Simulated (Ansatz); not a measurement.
BIr:
```cif
data_BIr
_chemical_formula_sum 'B1 Ir1'
_space_group_name_H-M_alt 'P 1'
_space_group_IT_number 1
_cell_length_a 3.00271
_cell_length_b 3.00271
_cell_length_c 2.68039
_cell_angle_alpha 90.000
_cell_angle_beta 90.000
_cell_angle_gamma 120.000
loop_
_space_group_symop_operation_xyz
  'x, y, z'
loop_
_atom_site_label
_atom_site_type_symbol
_atom_site_fract_x
_atom_site_fract_y
_atom_site_fract_z
_atom_site_occupancy
B1 B 0.00000 0.00000 0.50000 1
Ir1 Ir 0.66667 0.33333 0.00000 1
```

This is the LDA-relaxed structure.

All from LDA (plane waves, PAW; program Ansatz), unless another level is named. Estimate the electronic character.

metallic (no gap).

Predict the density of states at the Fermi level.

0.43 states/eV per atom (mean over ±0.08 eV).

Predict the formation energy from the elements (no fitted shifts).

-199 meV/atom.

Space group P-6m2. The first step of the workflow began from a Materials Project structure, measured or hypothetical; the Crystallography Open Database copy checked does not list it. Whether it is the stable phase at ambient conditions was not checked. The cell was relaxed with LDA under the symmetry of its start. At this level the phase is mechanically unstable. No spin polarisation was allowed. The references are the lowest solids computed at this level, not always the standard phases. Spin–orbit coupling is left out wherever it is not named.

Potentials: the later of the program's two PAW sets.
